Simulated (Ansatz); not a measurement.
input.yaml (Ansatz 0.2.0):

```yaml
crystal:
  lattice:
    - [3.6474099184, 0.0, 0.0]
    - [-1.8237049592, 3.1587496473, 0.0]
    - [0.0, 0.0, 5.8181568547]
  atoms:
    - { symbol: Gd, position: [0.3333333333, 0.6666666667, 0.75], spin: 7.0 }
    - { symbol: Gd, position: [0.6666666667, 0.3333333333, 0.25], spin: 7.0 }
basis:
  ecutwfc: 500
  ecutrho_ratio: 4
kpoints:
  mp_grid: { grid: [14, 14, 8] }
hamiltonian:
  xc: r2scan
scf:
  occupations: { method: gaussian, width: 0.05 }
output:
  forces: true
  stress: true
  eigenvalues: true
  populations: true
magnetization:
  spin_polarized: true
relax:
  f_tol: 0.02
  max_steps: 40
  cell: { stress_tol: 0.2, fix: [volume] }
```

Question: Predict the main results.

Answer: Energy lowered by 1.7 meV/atom, pressure 0.4 GPa, gap on the mesh zero (metallic), site spin moments Gd 7.58 μB (r²SCAN, scalar-relativistic).

The output:

```
Gd: projections on atomic orbitals take those of the free atom [Kr 4d10] 4f7 5s2 5p6 5d1 6s2, of charge +0.00 (hamiltonian.pseudopotentials.projection_atoms); the dataset's partial waves leave at most 2.5e-4 of an orbital's norm unspanned inside its sphere
Pseudopotentials: kind: paw
Pseudopotential: Gd, paw, valence charge 18, recommended cutoff 500 eV (meta_gga), Gd.paw.azcp
Crystal: 2 atoms, lattice volume = 67.032 Å³
Basis set: ecut = 500 eV, 1725 PW (Γ), exchange–correlation on 108×108×180 points (64 copies of the dense FFT grid, shifted against one another)
Bands: 30, of which v1, the nominal top of the filled ones, is band 18 counted from 1 (17 counted from 0)
Symmetry: 24 space group operations
Space group: P63/mmc (ITA 194), of the structure as read, at distance tolerance 4.1e-5 Å
Magnetic group: BNS 194.263 (UNI 1493), of the structure as read, at distance tolerance 4.1e-5 Å
k-points: 120 of 1568
Initial density: superposition of atomic densities (chi_scale 0.1, normalization cell)
Starting moments: Σ|m| = 14 μB on 2 of 2 sites
Initial wavefunctions: pseudopotential atomic-orbital guess
Functional: x = r2scan, c = r2scan; τ floored in thin density (d = 2e-4 eV/Å³)
iter 1 solved again at ethr=1.83e-3 eV; its pass at ethr=3.10e-3 eV (dr2=6.58e-1 eV) is discarded
```

SCF trace (energy estimate counted from the last row; the run made several SCF loops, for ionic steps, more bands or searches for a lower state, numbered loop.iteration):
```
iteration  ΔE (eV)  density residual (eV)  M (μB)
      1.1    1.599                5.93e-1  14.897
      1.2    1.061                6.08e-1  15.298
      1.3    0.659                4.81e-1  15.616
      1.4    0.180                5.04e-2  15.995
      1.5  4.0e-03                2.74e-2  15.868
      1.6    0.035                5.80e-3  15.857
      1.7    0.008                5.88e-3  15.803
      1.8    0.005                3.63e-3  15.831
      1.9  3.7e-03                5.26e-4  15.832
     1.10  3.5e-03                2.07e-4  15.836
     1.11  3.4e-03                2.85e-5  15.848
     1.12  3.4e-03                8.21e-6  15.850
     1.13  3.4e-03                1.21e-6  15.850
        …        …                      …       …
      3.4    0.000                1.09e-8  15.850
      3.5    0.000                3.13e-9  15.850
      3.6    0.000               6.95e-10  15.850
      3.7    0.000               6.11e-11  15.850
```

```
SCF converged after 7 iterations
Magnetization: 15.8502 μB (25.9251 up, 10.0749 down)
Absolute magnetization: 15.9359 μB (∫|ρ↑−ρ↓|, with the PAW one-centre terms)
Per-site moments (μB) at R_I (Å): [(7.58043, 1.48910), (7.58043, 1.48910)]
Free energy (F): -18692.475141 eV
E sigma→0 (E₀):  -18692.474384 eV
Entropy (-TS):   -0.001513 eV (-0.757 meV/atom)
Fermi energy:    12.215357 eV
--- Forces (eV/Å), atoms counted from 1 ---
  atom   1  Gd     0.00000000     0.00000000     0.00000000
  atom   2  Gd     0.00000000     0.00000000     0.00000000
--- Stress (GPa, compression-positive) ---
        0.366759       0.000000       0.000000
        0.000000       0.366759       0.000000
        0.000000       0.000000       0.571753
  P = ⅓ Tr σ = 0.4351 GPa (4.351 kbar)
--- Relaxed structure (2 steps of the walk, 2 accepted, 1 SCFs on fresh bases) ---
  F+E_penalty+E_count = -18692.47514107 eV   max|allowed force component| = 1.087e-16 eV/Å   (the final SCF, on the basis selected at the relaxed cell)
  cell:  # Å, volume = 67.0325 Å³
    - [3.62815, 0.0, 0.0]
    - [-1.81407, 3.14207, 0.0]
    - [0.0, 0.0, 5.88011]
  atoms:
    - { symbol: Gd, position: [0.33333, 0.66667, 0.75] }
    - { symbol: Gd, position: [0.66667, 0.33333, 0.25] }
--- Löwdin populations: 2 sites ---
  site symbol       q [e]    m [muB]
     0     Gd     17.9287     7.8986
     1     Gd     17.9287     7.8986
```

Total energies depend on the potentials used, so only differences within one code and one set of settings carry meaning.

Without a U the 4f levels of Gd lie too near the Fermi level, so their share of the states there, and what hangs on it, is overstated. For elements this heavy, spin–orbit coupling would shift levels and gaps; it isn't included here. Site moments are of spin, integrated over atomic spheres.
